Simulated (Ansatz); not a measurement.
SrAlO2F in space group P4/mmm (No. 123; Sr on 1d, Al on 1a, O on 2f, F on 1b), a = 3.776 Å, b = 3.776 Å, c = 3.812 Å, α = 90.00°, β = 90.00°, γ = 90.00°.

Relaxed with PBEsol.

### Question
Give the optical modes at the zone centre with their infrared activity from DFPT, PBEsol (plane waves, PAW; program Ansatz).

### Answer
Transverse frequencies, without the LO–TO term; a row sums one degenerate level.

| ω (cm⁻¹) | degeneracy | IR ((D/Å)²/amu) | activity | symmetry |
|---|---|---|---|---|
| 128 | 1 | 7.79 | IR | A2u |
| 188 | 2 | 9.59 | IR | Eu |
| 234 | 1 | 0.00 | IR-inactive | B2u |
| 275 | 2 | 0.23 | IR | Eu |
| 385 | 2 | 27.11 | IR | Eu |
| 407 | 1 | 13.96 | IR | A2u |
| 500 | 1 | 1.18 | IR | A2u |
| 641 | 2 | 13.92 | IR | Eu |

### Question
How high does the top mode go among those that the LO–TO term moves?

### Answer
757 cm⁻¹ for q along x, 757 cm⁻¹ for q along y, 628 cm⁻¹ for q along z.

The start of the workflow was typed in or built on a structure type; neither database checked (COD, Materials Project) lists it. Whether it is the stable phase at ambient conditions was not checked. The PBEsol relaxation kept the symmetry of its start; its stability against distortions is not shown here.

Potentials: the earlier of the program's two PAW sets. The files were generated under PBE; for other functionals the program regenerates the frozen cores, and for LDA and PBEsol the local potential too.
